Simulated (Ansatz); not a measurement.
Relaxed-ion elastic tensor of Ir (fcc (Cu type), Fm-3m) in GPa (Voigt order), the program Ansatz at the PBEsol level (PAW); density 22.72 g/cm³, 14.05 Å³ per atom.

```
647  257  257  0.0  0.0  0.0
257  647  257  0.0  0.0  0.0
257  257  647  0.0  0.0  0.0
0.0  0.0  0.0  284  0.0  0.0
0.0  0.0  0.0  0.0  284  0.0
0.0  0.0  0.0  0.0  0.0  284
```

Task: Is the crystal mechanically stable?

Result: Yes: the smallest eigenvalue of C is 284 GPa.

Task: Work out the Voigt, Reuss and Hill averages.

Result: K_V = 387, K_R = 387, K_H = 387; G_V = 248, G_R = 240, G_H = 244 GPa.

Task: Give Young's modulus, Poisson's ratio, Pugh's ratio and the universal anisotropy index.

Result: E = 9KG/(3K + G) = 605 GPa; ν = 0.24; K/G = 1.59 (brittle by the Pugh limit of 1.75); A_U = 5G_V/G_R + K_V/K_R − 6 = 0.17.

Task: Estimate the sound speeds and the Debye temperature.

Result: v_l = √((K + 4G/3)/ρ) = 5600 m/s, v_t = √(G/ρ) = 3280 m/s, mean 3630 m/s; Θ = (h/k)(3n/4πV)^(1/3) v_m = 448 K.

Task: Give the Zener ratio and Young's modulus along [100], [110] and [111].

Result: A = 2C44/(C11 − C12) = 1.46; 1/E = S11 − 2(S11 − S12 − S44/2)Γ with Γ = 0, 1/4, 1/3 gives 500, 627, 684 GPa.

The cell was relaxed with PBEsol under the symmetry of its start. No spin polarisation was allowed. As this level gives no gap, shear constants depend on the k-mesh and smearing (Fermi–Dirac, 0.1 eV here). Spin–orbit coupling is left out wherever it is not named.

Potentials: the earlier of the program's two PAW sets.
